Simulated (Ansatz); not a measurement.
## Hf2N: enthalpy against pressure

Hf2N, P4_2/mnm, a = 5.296 Å, c = 3.227 Å. The structure is a Materials Project entry; whether it is the stable form wasn't checked. Ansatz: PBEsol, PAW, 420 eV, Γ-centred 8×8×12 mesh on 6 atoms, Gaussian smearing 0.10 eV; no spin polarisation. Cell and atoms are relaxed at each pressure, and no other structure is tried, so the rows at high pressure may lie past a change of phase. y is the enthalpy over the state at zero pressure; there V0 = 15.084 Å³/atom. The pressures are the targets, met within 0.04 GPa.

| P (GPa) | y (eV/atom) |
| --- | --- |
| -2.0 | -0.1892 |
| 0.0 | 0.0000 |
| 2.0 | 0.1874 |
| 5.0 | 0.4652 |
| 10.0 | ? |
| 20.0 | 1.8033 |
| 40.0 | 3.4820 |

**Question.** Fit y = c1 P + c2 P² + c3 P³ to the other rows, say what c1 and c2 mean, and predict the missing value.

**Answer.** Least squares on the rows shown. y = 0.094121 P − 0.00021887 P² + 1.0524×10⁻⁶ P³. Since dH/dP = V, c1 is V0: 0.094121 eV/GPa × 160.2 = 15.078 Å³ against 15.084; c2 = −V0/(2B0) gives B0 = 215 GPa, where a Birch–Murnaghan fit to the volumes of the same runs (not shown) gives 205 GPa: a cubic over this range folds the higher terms into c2. At P = 10.0 the fit asked for gives 0.9204 eV/atom. The run gave 0.9201 eV/atom, so the fit is 0.0003 eV/atom too high, a small miss on the scale of the series.

Spin–orbit coupling is left out, which can shift energies with elements as heavy as these.